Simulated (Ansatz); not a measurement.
Given:

HfRh₃:
```xyz
4
Lattice="3.9162 0.0000 0.0000 0.0000 3.9162 0.0000 0.0000 0.0000 3.9162" Properties=species:S:1:pos:R:3 pbc="T T T"
Hf     0.0000     0.0000     0.0000
Rh     1.9581     0.0000     1.9581
Rh     0.0000     1.9581     1.9581
Rh     1.9581     1.9581     0.0000
```

This is the r²SCAN-relaxed structure.

### Question
All from r²SCAN (plane waves, PAW; program Ansatz), unless another level is named. Estimate the formation energy from the elements (no fitted shifts).

### Answer
-0.78 eV/atom.

### Question
Give the density of states at the Fermi level.

### Answer
0.80 states/eV per atom (mean over ±0.08 eV).

Space group Pm-3m (Cu3Au type). The workflow started from a Materials Project entry (that database holds measured and hypothetical structures alike); the Crystallography Open Database files this formula in space group No. 221, but the cells were not matched. Its standing as an ambient phase is unchecked. The r²SCAN relaxation kept the symmetry of its start; its stability against distortions is not shown here. No spin polarisation was allowed. The references are the lowest solids computed at this level, not always the standard phases. Spin–orbit coupling is left out wherever it is not named.

Potentials: the later of the program's two PAW sets.
